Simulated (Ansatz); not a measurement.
Be₃N₂:
```cif
data_Be6N4
_chemical_formula_sum 'Be6 N4'
_space_group_name_H-M_alt 'P63/mmc'
_space_group_IT_number 194
_space_group_name_Hall '-P 6c 2c'
_cell_length_a 2.83637
_cell_length_b 2.83637
_cell_length_c 9.72723
_cell_angle_alpha 90.000
_cell_angle_beta 90.000
_cell_angle_gamma 120.000
loop_
_atom_site_label
_atom_site_type_symbol
_atom_site_symmetry_multiplicity
_atom_site_Wyckoff_symbol
_atom_site_fract_x
_atom_site_fract_y
_atom_site_fract_z
_atom_site_occupancy
Be1 Be 4 f 0.33333 0.66667 0.07822 1
Be2 Be 2 b 0.00000 0.00000 0.25000 1
N1 N 2 a 0.00000 0.00000 0.00000 1
N2 N 2 c 0.33333 0.66667 0.25000 1
```

Relaxed with r²SCAN.

**Question.** Give the optical modes at the zone centre with their infrared and Raman activity from DFPT, r²SCAN (plane waves, PAW; program Ansatz).

**Answer.** Transverse frequencies, without the LO–TO term; a row sums one degenerate level.

```csv
ω (cm⁻¹),degeneracy,IR ((D/Å)²/amu),Raman (Å⁴/amu),activity,symmetry
248,2,0.00,1.3,Raman,E2g
260,1,45.32,0,IR,A2u
262,2,0.00,0,silent,E2u
348,1,0.00,0,silent,B1g
365,2,0.01,0,silent,E1u
415,1,0.00,0,silent,B2u
527,2,0.00,0,silent,E2u
527,2,115.26,0,IR,E1u
535,2,0.00,7.8,Raman,E1g
538,2,0.00,0.27,Raman,E2g
692,1,0.00,0,silent,B1g
718,1,27.39,0,IR,A2u
833,1,37.76,0,IR,A2u
909,1,0.00,0,silent,B2u
935,1,0.00,73,Raman,A1g
965,2,60.51,0,IR,E1u
966,2,0.00,1.5,Raman,E2g
1123,1,0.00,0,silent,B1g
```

**Question.** How high does the top mode go among those that the LO–TO term moves?

**Answer.** 1146 cm⁻¹ for q along x, 1146 cm⁻¹ for q along y, 1088 cm⁻¹ for q along z.

Space group P6_3/mmc. The first step of the workflow began from a Materials Project structure, measured or hypothetical; the Crystallography Open Database copy checked does not list it. COD files the formula under space group No. 206. Whether it is the stable phase at ambient conditions was not checked. The cell was relaxed with r²SCAN under the symmetry of its start; whether a distortion lowers the energy is not shown.

Potentials: the later of the program's two PAW sets.
